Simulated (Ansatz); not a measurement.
HfO2:
```
HfO2
1.0
    5.11421     0.00000     0.00000
    0.00000     5.18193     0.00000
   -0.87078     0.00000     5.22381
Hf O
4 8
Direct
  0.27620   0.45815   0.70826
  0.72380   0.54185   0.29174
  0.72380   0.95815   0.79174
  0.27620   0.04185   0.20826
  0.44797   0.74233   0.97847
  0.55203   0.25767   0.02153
  0.55203   0.24233   0.52153
  0.44797   0.75767   0.47847
  0.07005   0.33376   0.34403
  0.92995   0.66624   0.65597
  0.92995   0.83376   0.15597
  0.07005   0.16624   0.84403
```

Relaxed with r²SCAN.

**Question.** Give the Bader charges and basin volumes of the independent atoms, the program Ansatz at the r²SCAN level (PAW).

**Answer.** 

```csv
atom,Bader charge (e),Bader volume (Å³)
Hf1,+2.73,9.8
O5,-1.39,12.0
O9,-1.34,12.8
```

Space group P2_1/c. The cell was relaxed with r²SCAN under the symmetry of its start. No spin polarisation was allowed. Scalar-relativistic: spin–orbit coupling is off unless named, which matters more the heavier the elements.

Potentials: the earlier of the program's two PAW sets. The files were generated under PBE; for other functionals the program regenerates the frozen cores, and for LDA and PBEsol the local potential too.
